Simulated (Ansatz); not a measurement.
Consider the following.

Sc (fcc, Cu type)

```
Sc
1.0
    0.00000     4.47236     4.47236
    2.23618     0.00000     2.23618
    2.23618     2.23618     0.00000
Sc
2
Direct
  0.00000   0.00000   0.00000
  0.50000   0.00000   0.00000
```

The atoms are displaced by Q × the pattern below (from a DFPT mode at L = (0.5, 0.0, 0.0), largest move 1; Q in Å), at fixed cell. (q is in reciprocal vectors of the primitive cell; the cell shown is doubled to hold the pattern.)

```csv
atom,x,y,z
Sc1,-0.577,0.577,0.577
Sc2,0.577,-0.577,-0.577
```

Method: LDA (plane waves to 420 eV, PAW, scalar-relativistic; Ansatz, a program for electronic structure). k mesh 9×18×18 (Γ-centred), Fermi-Dirac smearing 0.05 eV. E stands for the smeared free energy. With partly filled bands, energies and forces of such displacements shift with the k mesh and the smearing. Sc is run without spin polarisation. Sc was relaxed with its symmetry unable to fall. This is one of several known forms of Sc; the measured ambient cells at hand have space group No. 194. The zero of ΔE is the undisplaced structure.

The scan covers Q from -0.280 to 0.280 Å in 13 points.

**Question.** Which space group does the distorted structure have?

**Answer.** R-3m (No. 166), lowered from Fm-3m.

**Question.** What is the energy change at Q = 0.280 Å?

**Answer.** 599 meV/cell.

**Question.** What harmonic wavenumber does the curvature at Q = 0 give?

**Answer.** 208 cm⁻¹.

(A displaced cell: forces are minus the slopes of the energy, force constants its curvatures, and phonons follow from these.)
